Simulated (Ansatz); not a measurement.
Pt (Fm-3m), tetragonal deformation path

Computed with DFT r2SCAN, scalar-relativistic, plane waves, PAW in Ansatz 0.2.0. Cutoff 500 eV, Γ-centred 24×24×24 k-points, Gaussian smearing of 0.15 eV. Spin–orbit coupling is left out, which can shift energies with elements as heavy as these. No spin polarisation. Energies are free energies at this smearing, counted from the undisturbed cell; pressure is positive in compression.

The undisturbed cell (as given, not relaxed at this level; it stands at 5.4 GPa):

```
Pt
1.0
     0.00000    1.95790    1.95790
     1.95790    0.00000    1.95790
     1.95790    1.95790    0.00000
Pt
1
Direct
  0.00000 0.00000 0.00000
```

At fixed volume and fractional coordinates, lengths along (0.000, 0.000, 1.000) are scaled against those across it; ρ is that ratio over its starting value. The cell is metallic on the mesh throughout. At ρ = 0.707 the cell becomes cubic (Im-3m), and there the slope of the energy vanishes by symmetry.

**Question.** Over the sampled range (0.707 to 1.414), is the undisturbed cell the lowest point?

**Answer.** Yes, every other sampled point lies higher.

The scan:

```csv
ρ,ΔE (meV/atom)
0.707,106.3
0.850,46.1
1.000,0.0
1.200,143.4
1.414,624.8
```